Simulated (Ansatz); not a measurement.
NaF in space group P6_3/mmc (No. 194; Na on 2d, F on 2c), PBE in the plane-wave PAW code Ansatz. The conduction-band minimum lies at Γ, with 1 equivalent valley. Second derivatives d²E/dk² of the lowest band at one valley (eV·Å²), along Cartesian directions:

```tsv
direction	d²E/dk²
[100]	12.52
[010]	12.52
[001]	12.01
[110]	12.52
[101]	12.27
[011]	12.27
```

Find the principal effective masses, the density-of-states mass and the conductivity mass.

Off-diagonal terms follow from H_xy = H[110] − (H_xx + H_yy)/2, and m*/mₑ = 7.620 eV·Å² over each eigenvalue: 0.61, 0.61, 0.63. One valley's DOS mass (m₁m₂m₃)^(1/3) = 0.62, conductivity mass 3/(Σ 1/mᵢ) = 0.62 mₑ.

What effective density of states Nc follows at 300 K for parabolic valleys?

Nc = 2.509e19 × 1 × (0.62)^(3/2) ≈ 1.2e19 cm⁻³.

The start of the workflow was typed in or built on a structure type; neither database checked (COD, Materials Project) lists it. It is not the phase usual at ambient conditions (space group No. 225). Symmetry was held in the PBE relaxation; whether a distortion lowers the energy is not shown.

Potentials: the later of the program's two PAW sets.

Edges and masses are those of Kohn–Sham bands, whose gap is no quasiparticle gap.
